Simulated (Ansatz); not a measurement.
Input for Ansatz (plane-wave DFT, PAW):

```yaml
crystal:
  lattice:
    - [5.782, 0.0, 0.0]
    - [0.0, 3.481, 0.0]
    - [0.0, 0.0, 6.259]
  atoms:
    - { symbol: Ge, position: [0.81, 0.75, 0.575] }
    - { symbol: Ge, position: [0.19, 0.25, 0.425] }
    - { symbol: Ge, position: [0.69, 0.25, 0.075] }
    - { symbol: Ge, position: [0.31, 0.75, 0.925] }
    - { symbol: Pd, position: [0.995, 0.75, 0.166] }
    - { symbol: Pd, position: [0.005, 0.25, 0.834] }
    - { symbol: Pd, position: [0.505, 0.25, 0.666] }
    - { symbol: Pd, position: [0.495, 0.75, 0.334] }
basis:
  ecutwfc: 420
kpoints:
  mp_grid: { grid: [6, 10, 6] }
hamiltonian:
  xc: pbesol
scf:
  occupations: { method: gaussian, width: 0.1 }
output:
  forces: true
  stress: true
  eigenvalues: true
  populations: true
  write_density: true
  write_potential: true
  elf: true
  volumetric_format: npy
```

Run as
```bash
ansatz run input.yaml --threads 2 --pin off --max-ram 5120MiB --backend cpu --events-out ev --progress --plain --runs-dir out
```

These are results of DFT PBEsol, scalar-relativistic, plane waves, PAW (Ansatz 0.2.0), not measurements.

Part of what the program printed, abridged (final results; tables in files aren't shown):

```
SCF 1 converged in 7 iterations: F = -44644.011016 eV  dr2 = 3.11e-8
SCF converged after 7 iterations
Free energy (F): -44644.011016 eV
Harris-Foulkes:  -44644.011016 eV  (|F-HF|=6.69e-10)
Internal energy: -44644.002336 eV  (E = F + TS)
E sigma→0 (E₀):  -44644.006676 eV
Entropy (-TS):   -0.008680 eV (-1.085 meV/atom)
Fermi energy:    16.515052 eV
--- Per-component energies (eV) ---
  E_band       = -1048.493730
  E_kinetic    = 2509.836136
  E_local      = -16255.356794  (includes V_loc(G=0)·N_el)
  E_nonlocal   = 2553.687281
  E_hartree    = 6911.894110
  E_xc         = -976.847653
  E_vxc        = -1111.960051  (∫ρ·V_xc dr)
  E_paw        = -22654.677537  (= ΣΔE_a)
  E_vpaw       = -2568.491353  (= ΣTr[D̂ρ^β])
  E_aug_tail   = 0.001990  (compensation charges beyond the density's cutoff)
  E_ewald      = -16737.421710
  E_core_change = 4.881841  (= ΣΔE_core)
  E_smearing   = -0.008680  (= −TS)
--- Forces (eV/Å), atoms counted from 1 ---
  atom   1  Ge     1.11840524     0.00000000     0.48582406
  atom   2  Ge    -1.11840524     0.00000000    -0.48582406
  atom   3  Ge    -1.11840524     0.00000000     0.48582406
  atom   4  Ge     1.11840524     0.00000000    -0.48582406
  atom   5  Pd    -0.20188391     0.00000000     2.24334537
  atom   6  Pd     0.20188391     0.00000000    -2.24334537
  atom   7  Pd     0.20188391     0.00000000     2.24334537
  atom   8  Pd    -0.20188391     0.00000000    -2.24334537
--- Stress (GPa, compression-positive) ---
        4.198703       0.000000       0.000000
        0.000000       2.665313       0.000000
        0.000000       0.000000       4.412083
  P = ⅓ Tr σ = 3.7587 GPa (37.587 kbar)
--- Band table (eV; the first three rows and the last of 96) ---
  k-point 0: bands = ["-68.7548", "-68.7509", "-68.7318", "-68.7279", "-34.6270", "-34.6124", "-34.6124", "-34.5589", "-34.5394", "-34.5095", "-34.5038", "-34.4978", "-34.4371", "-34.4348", "-34.4161", "-34.4103", "-8.4478", "-8.4432", "-8.4325", "-8.4272", "-8.4070", "-8.4034", "-8.4016", "-8.3982", "-8.3982", "-8.3979", "-8.3910", "-8.3875", "-8.3802", "-8.3791", "-8.3759", "-8.3748", "-8.3733", "-8.3725", "-8.3710", "-8.3659", "4.1670", "6.5010", "7.2641", "7.7828", "9.9502", "9.9877", "11.0058", "11.3484", "11.5422", "11.5627", "11.6912", "11.8996", "11.9257", "12.0396", "12.3916", "12.7421", "12.7598", "12.8503", "13.0270", "13.5476", "13.6592", "13.7201", "13.9911", "14.1702", "14.3144 ...
  k-point 1: bands = ["-68.7546", "-68.7512", "-68.7315", "-68.7281", "-34.6266", "-34.6175", "-34.6057", "-34.5654", "-34.5330", "-34.5092", "-34.5042", "-34.4996", "-34.4369", "-34.4350", "-34.4157", "-34.4106", "-8.4474", "-8.4434", "-8.4320", "-8.4274", "-8.4068", "-8.4038", "-8.4014", "-8.3984", "-8.3975", "-8.3974", "-8.3916", "-8.3881", "-8.3806", "-8.3782", "-8.3765", "-8.3751", "-8.3723", "-8.3723", "-8.3716", "-8.3664", "4.2693", "6.2031", "7.3874", "7.7680", "9.6731", "10.5655", "11.0046", "11.3939", "11.4994", "11.5624", "11.5723", "11.8504", "11.9170", "12.0499", "12.2643", "12.5305", "12.8022", "13.0435", "13.1841", "13.5243", "13.6284", "13.7048", "13.9233", "14.0120", "14.432 ...
  k-point 2: bands = ["-68.7540", "-68.7520", "-68.7307", "-68.7288", "-34.6256", "-34.6212", "-34.5973", "-34.5764", "-34.5225", "-34.5081", "-34.5053", "-34.5047", "-34.4366", "-34.4355", "-34.4146", "-34.4117", "-8.4464", "-8.4441", "-8.4307", "-8.4280", "-8.4063", "-8.4046", "-8.4009", "-8.3990", "-8.3963", "-8.3953", "-8.3931", "-8.3899", "-8.3810", "-8.3788", "-8.3765", "-8.3735", "-8.3730", "-8.3718", "-8.3714", "-8.3676", "4.5688", "5.6247", "7.5460", "7.7250", "9.7798", "10.8260", "11.1106", "11.1474", "11.4716", "11.5093", "11.6336", "11.7801", "11.9631", "12.1395", "12.1511", "12.2801", "13.0411", "13.2476", "13.3663", "13.4251", "13.5356", "13.7759", "13.7778", "13.8108", "14.419 ...
  k-point 95: bands = ["-68.7408", "-68.7408", "-68.7408", "-68.7408", "-34.6030", "-34.6030", "-34.6030", "-34.6030", "-34.5312", "-34.5312", "-34.5312", "-34.5312", "-34.4180", "-34.4180", "-34.4180", "-34.4180", "-8.4338", "-8.4338", "-8.4338", "-8.4338", "-8.4049", "-8.4049", "-8.4049", "-8.4049", "-8.3840", "-8.3840", "-8.3840", "-8.3840", "-8.3774", "-8.3774", "-8.3774", "-8.3774", "-8.3686", "-8.3686", "-8.3686", "-8.3686", "7.2353", "7.2353", "7.2353", "7.2353", "10.3718", "10.3718", "10.3718", "10.3718", "11.7981", "11.7981", "11.7981", "11.7981", "12.2543", "12.2543", "12.2543", "12.2543", "13.0028", "13.0028", "13.0028", "13.0028", "13.6652", "13.6652", "13.6652", "13.6652", "14.3 ...
--- Löwdin populations: 8 sites ---
  site symbol q [e]
     0     Ge     14.6125
     1     Ge     14.6125
     2     Ge     14.6125
     3     Ge     14.6125
     4     Pd     17.2305
     5     Pd     17.2305
     6     Pd     17.2305
     7     Pd     17.2305
  spilling = 0.004906 (of n_electrons = 128.000000)
```

The run converged.

Time: 64 s on 2 threads of Intel(R) Xeon(R) Processor @ 2.50GHz (Skylake/Cascade Lake), on a shared host, peak memory 0.89 GiB.